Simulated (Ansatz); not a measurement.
Relaxed-ion elastic tensor of SiSn (CsCl type, Pm-3m) in GPa (Voigt order), PBEsol (plane waves, PAW; program Ansatz); density 5.97 g/cm³, 20.42 Å³ per atom.

|  | 1 | 2 | 3 | 4 | 5 | 6 |
|---|---|---|---|---|---|---|
| 1 | 70.8 | 73.0 | 73.0 | 0.0 | 0.0 | 0.0 |
| 2 | 73.0 | 70.8 | 73.0 | 0.0 | 0.0 | 0.0 |
| 3 | 73.0 | 73.0 | 70.8 | 0.0 | 0.0 | 0.0 |
| 4 | 0.0 | 0.0 | 0.0 | 25.6 | 0.0 | 0.0 |
| 5 | 0.0 | 0.0 | 0.0 | 0.0 | 25.6 | 0.0 |
| 6 | 0.0 | 0.0 | 0.0 | 0.0 | 0.0 | 25.6 |

### Question
Is the crystal mechanically stable?

### Answer
No: the smallest eigenvalue of C is -2.2 GPa.

A made-up cell: these elements were put on the sites of a structure type; neither database checked (COD, Materials Project) lists it. Whether it is the stable phase at ambient conditions was not checked. The cell was relaxed with PBEsol under the symmetry of its start. At this level the phase is mechanically unstable. As this level gives no gap, shear constants depend on the k-mesh and smearing (Fermi–Dirac, 0.1 eV here). Scalar-relativistic: spin–orbit coupling is off unless named, which matters more the heavier the elements.

Potentials: the earlier of the program's two PAW sets. The files were generated under PBE; for other functionals the program regenerates the frozen cores, and for LDA and PBEsol the local potential too.
